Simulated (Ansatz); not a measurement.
SrAg5: enthalpy under pressure, worked through

These are results of Ansatz 0.2.0, DFT r2SCAN, scalar-relativistic, plane waves, PAW, not measurements. (500 eV cutoff, 6×6×8 k-mesh, Gaussian smearing of 0.10 eV, no spin polarisation)

The relaxed crystal:

```
Sr Ag
1.0
     5.67826    0.00000    0.00000
    -2.83913    4.91752    0.00000
     0.00000    0.00000    4.64128
Sr Ag
1 5
Direct
  0.00000 0.00000 0.00000
  0.33333 0.66667 0.00000
  0.66667 0.33333 0.00000
  0.50000 0.00000 0.50000
  0.50000 0.50000 0.50000
  0.00000 0.50000 0.50000
```

Cell and atoms were relaxed at each target pressure within the start's symmetry (P6/mmm), at zero temperature; other phases can be more stable under pressure. H = E + PV with P the target; E is the free energy at the smearing used, whose derivative the pressure is, per atom and counted from zero pressure. The mesh named is that at zero pressure; some other pressures ran on another.

| P (GPa) | V (Å³/atom) | E − E0 (meV) | H − H0 (meV) |
| --- | --- | --- | --- |
| 0 | 21.600 | 0.0 | 0.0 |
| 1 | 21.295 | 0.9 | 133.8 |
| 4 | 20.530 | 12.6 | 525.2 |
| 12 | 19.074 | 82.6 | 1511.2 |
| 25 | 17.553 | 251.4 | 2990.3 |
| 50 | 15.789 | 651.9 | 5579.2 |
| 90 | 14.144 | 1351.8 | 9297.2 |

Problem. Thermodynamics gives dH/dP = V along a relaxed path. Integrate V over P by the trapezoid rule and compare with the computed enthalpies.

Solution. With 1 eV/Å³ = 160.22 GPa, each step adds the mean volume times ΔP / 160.22:
```
P (GPa)  ∫V dP (meV) H − H0 (meV) difference (meV)
      1        133.9         133.8               0.0
      4        525.4         525.2               0.3
     12       1514.2        1511.2               3.0
     25       3000.2        2990.3               9.9
     50       5601.4        5579.2              22.2
     90       9338.0        9297.2              40.8
```

V(P) curves upward, so the trapezoid rule runs high; integrating a smooth curve through the same points (P as a polynomial of degree 4 in ln V) puts that excess at about 38.3 meV at 90 GPa, against the 40.8 meV found. What is left comes from the shape of V(P) between points this far apart, and from the mesh, the smearing and the stress tolerance.

Problem. At 90 GPa, how much of the enthalpy change is stored energy and how much is the PV term?

Solution. E rises by 1352 meV/atom and PV is 90 × 14.144 / 160.22 = 7945 meV/atom, so PV makes 85 % of ΔH. So between rival structures at high pressure a small difference in volume can outweigh the difference in energy: 1 % of this volume is worth 79.5 meV/atom at this pressure.

Problem. What bulk modulus do the lowest pressures give, and how is the compression shared among the axes?

Solution. From the pressures that the runs reached, -1.00 GPa (21.922 Å³) and 1.00 GPa (21.295 Å³), B = −ΔP/Δln V = 2.00 / 0.0290 = 69 GPa, a mean over that range. The linear compressibilities −Δln(length)/ΔP are 5.52 along a, 5.52 along b, 3.41 along c (in TPa⁻¹). With fixed angles they add up to 1/B: 14.45 against 14.45. Softest: a and b, at 38 % of the volume change per axis.